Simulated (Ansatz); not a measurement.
Ge in space group P4_32_12 (No. 96; Ge on 4a, Ge on 8b) at seven volumes, r²SCAN (plane waves, PAW; program Ansatz), shape and atoms relaxed at each. One row is withheld.

```tsv
V (Å³/atom)	P (GPa)
19.005	7.18
19.631	?
20.258	2.01
20.884	0.00
21.511	-1.70
22.137	-3.15
22.764	-4.38
```

Q: Fit the shown pressures and predict the withheld one.

A: Third-order Birch–Murnaghan: P = (3/2)B₀(x^(7/2) − x^(5/2))[1 + (3/4)(B′ − 4)(x − 1)] with x = (V₀/V)^(2/3). Least squares on the six rows gives V₀ = 20.885 Å³/atom, B₀ = 61.60 GPa, B′ = 4.47. At V = 19.631, x = 1.0421 and P = 4.38 GPa. The run itself gave 4.38 GPa.

The workflow started from a Materials Project entry (that database holds measured and hypothetical structures alike); the Crystallography Open Database files this formula in space group No. 96, but the cells were not matched. It is not the phase usual at ambient conditions (space group No. 227). Symmetry was held in the r²SCAN relaxation; whether a distortion lowers the energy is not shown.

Potentials: the earlier of the program's two PAW sets.
